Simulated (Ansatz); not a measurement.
Relaxed Se (trigonal-Se type, space group P3_121):

```xyz
3
Lattice="4.5297 0.0000 0.0000 -2.2648 3.9228 0.0000 0.0000 0.0000 5.0429" Properties=species:S:1:pos:R:3 pbc="T T T"
Se     0.9893     0.0000     4.2024
Se    -0.4946     0.8567     0.8405
Se     1.7702     3.0661     2.5214
```

In this cell atom 2 (Se, nearest neighbour Se at 2.400 Å; its periodic images, 4.5 Å or more away, move with it) is moved by s along Cartesian [110], unit vector (0.707, 0.707, 0.000); all other atoms and the cell stay fixed.

All values below come from PBE (plane waves to 420 eV, PAW, scalar-relativistic; Ansatz, a quantum-chemistry and plane-wave program). k mesh 7×7×5 (Γ-centred), Fermi-Dirac smearing 0.05 eV. The energy includes the smearing's −TS. As the smearing reaches across the gap at some points, energies and forces of such displacements shift with the k mesh and the smearing. Se was relaxed with its symmetry unable to fall. ΔE is measured from the undisplaced structure. The last digit holds for this mesh only.

| s (Å) | ΔE (meV/cell) |
|---|---|
| -0.480 | 356.7 |
| -0.384 | 231.8 |
| -0.288 | 131.6 |
| -0.192 | 58.8 |
| -0.096 | 14.7 |
| 0.000 | 0.0 |
| 0.096 | 14.5 |
| 0.192 | 57.2 |
| 0.288 | 126.2 |
| 0.384 | 218.9 |
| 0.480 | withheld |

Fit a polynomial form (powers 2, 3, 4) to the given rows and predict ΔE at s = 0.480.

Least squares on the 10 given rows: ΔE = (1589)·s² + (-113.4)·s³ + (-411.5)·s⁴, in meV/cell with s in Å; root-mean-square residual 0.05 meV/cell. At 0.480 the fit gives 331.7 meV/cell; the calculation gives 331.0 meV/cell, so the extrapolation is off by 0.7 (+0.2 %). The quadratic term alone would give 366.1 meV/cell.

(A displaced cell: forces are minus the slopes of the energy, force constants its curvatures, and phonons follow from these.)
